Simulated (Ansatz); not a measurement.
Two-dimensional strain map in Mn

These are results of DFT PBEsol, scalar-relativistic, plane waves, PAW in Ansatz 0.2.0, not measurements. Cutoff 420 eV, Γ-centred 21×21×12 k-points, Gaussian smearing of 0.15 eV. No spin polarisation. A magnetic state may lie lower. Energies are free energies at this smearing, counted from the undisturbed cell; pressure is positive in compression.

The starting cell (as given, not relaxed at this level; it stands at -11.6 GPa; this form isn't the usual structure):

```
Mn
1.0
     2.48365    0.00000    0.00000
    -1.24182    2.15090    0.00000
     0.00000    0.00000    4.02620
Mn
2
Cartesian
  1.2418 0.7170 3.0196
  0.0000 1.4339 1.0065
```

The cell is strained by p along both x and y and by q along z, fractional coordinates fixed. Points are written (p, q).

Energy above the undisturbed cell in meV/atom (a dash: not computed):

| p \ q | -0.030 | -0.015 | 0.000 | 0.015 | 0.030 |
| --- | --- | --- | --- | --- | --- |
| -0.030 | 10.0 | -0.8 | -2.7 | 3.8 | 17.9 |
| -0.015 | -11.1 | – | -12.6 | – | 17.0 |
| 0.000 | -9.2 | -8.6 | 0.0 | 15.8 | 38.3 |
| 0.030 | 51.1 | – | 80.6 | – | 135.2 |

Pressure in GPa:

```
 p \ q  -0.030  -0.015  0.000  0.015  0.030
-0.030    17.4    11.8    6.8    2.2   -1.9
-0.015     6.4       –   -3.2      –  -10.9
 0.000    -3.0    -7.5  -11.6  -15.3  -18.5
 0.030   -17.7       –  -24.7      –  -30.2
```